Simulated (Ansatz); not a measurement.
**Relaxing a structure of CsPbCl₃**

The start is a generated cell, CsPbCl3 placed in the AFLOW prototype AB3C_hR10_148_c_f_c (as in TiFeO3). A full variable-cell relaxation at zero pressure is run with r2SCAN (plane waves to 500 eV, PAW, scalar-relativistic; Ansatz, a quantum-chemistry and plane-wave program). The first steps use a coarse 4×4×4 k-mesh.

Starting cell:
```
CsPbCl3
1.0
    3.89932     2.25127     7.19595
   -3.89932     2.25127     7.19595
    0.00000    -4.50254     7.19595
Pb Cl Cs
2 6 2
Cartesian
  0.00000   0.00000   7.67168
  0.00000   0.00000  13.91618
 -1.32869  -2.51618  12.48627
  2.84342   0.10741  12.48627
 -1.51473   2.40877  12.48627
  1.32869   2.51618   9.10158
 -2.84342  -0.10741   9.10158
  1.51473  -2.40877   9.10158
  0.00000   0.00000   3.16046
  0.00000   0.00000  18.42739
```

- Largest initial force: 2.66 eV/Å, on Cl3, Cl4, Cl5, Cl6, Cl7, Cl8 (atoms numbered as listed)
- Outcome: The space group stays R-3 (No. 148) (the run could not lower it); the end is AFLOW prototype AB3C_hR10_148_c_f_c (as in TiFeO3), with 10 atoms in the primitive cell
- Energy released: 0.44 eV/atom
- Volume change: +3.8 %, from 37.90 to 39.34 Å³/atom
- Optimiser moves: 9

Final values are on a 5×5×5 k-mesh of the relaxed cell. No spin polarisation in the result.

The run could not lose the symmetry of its start, so the end can be a saddle point.

The relaxed structure here is a generated cell of CsPbCl3: the first start was made by placing the elements on the sites of a structure type, and the end was not matched to a known phase here, so it may be hypothetical. Known forms of CsPbCl3 include space group No. 221.
